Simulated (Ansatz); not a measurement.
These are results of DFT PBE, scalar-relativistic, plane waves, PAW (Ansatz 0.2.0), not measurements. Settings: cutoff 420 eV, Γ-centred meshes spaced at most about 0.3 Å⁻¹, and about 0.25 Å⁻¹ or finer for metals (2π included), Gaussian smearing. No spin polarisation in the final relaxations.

Temperature and zero-point effects are left out.

Compare these two cells of Li₂ZrN₃, each relaxed at this level.

A.

```yaml
crystal:
  lattice:
    - [4.51473, 0.00000, 0.00000]
    - [-2.25736, 3.90987, 0.00000]
    - [0.00000, 0.00000, 2.96075]
  atoms:
    - { symbol: Li, position: [0.33333, 0.66667, 0.00000] }
    - { symbol: Li, position: [0.66667, 0.33333, 0.00000] }
    - { symbol: Zr, position: [0.00000, 0.00000, 0.00000] }
    - { symbol: N, position: [0.50000, 0.00000, 0.50000] }
    - { symbol: N, position: [0.50000, 0.50000, 0.50000] }
    - { symbol: N, position: [0.00000, 0.50000, 0.50000] }
```

B.

```yaml
crystal:
  lattice:
    - [4.12322, 0.00000, 0.00000]
    - [0.00000, 4.12322, 0.00000]
    - [0.00000, 0.00000, 4.18027]
  atoms:
    - { symbol: Li, position: [0.00000, 0.50000, 0.50000] }
    - { symbol: Li, position: [0.50000, 0.00000, 0.50000] }
    - { symbol: Zr, position: [0.00000, 0.00000, 0.00000] }
    - { symbol: N, position: [0.50000, 0.50000, 0.35548] }
    - { symbol: N, position: [0.50000, 0.50000, 0.64452] }
    - { symbol: N, position: [0.00000, 0.00000, 0.50000] }
```

Question: Which form is favoured at zero pressure, and by what margin per atom?

Answer: B is lower, by 0.64 eV/atom. A has space group P6/mmm (No. 191), 8.7 Å³/atom and no gap on its mesh; B has space group P4/mmm (No. 123), 11.8 Å³/atom and no gap. Counting N atoms around Li and Zr (those within 1.25 times the shortest such distance or 1.15 times the sum of covalent radii, 1.27 where that leaves under three), A has Li 6, Zr 12 and B has Li 6, Zr 2. B holds N–N pairs (shortest 1.21 Å); in A the shortest N–N distance is 2.26 Å. The lower one is the more open, so pressure narrows the difference. In A, around Li lie 6 N at 1.97 Å, 3 Li at 2.61 Å and 3 Zr at 2.61 Å; Zr has 6 Li at 2.61 Å, 12 N at 2.70 Å and 2 Zr at 2.96 Å; around N lie 4 Li at 1.97 Å, 4 N at 2.26 Å and 4 Zr at 2.70 Å. In B, around Li lie 6 N at 2.06–2.15 Å, 4 Li at 2.92 Å and 4 Zr at 2.94 Å; Zr has 2 N at 2.09 Å and 8 Li at 2.94 Å; around N on a site of symmetry 4mm lie 1 N at 1.21 Å and 4 Li at 2.15 Å; 1 more site not described. Both come from invented guesses.

Cells relaxed within their symmetry can be saddle points.
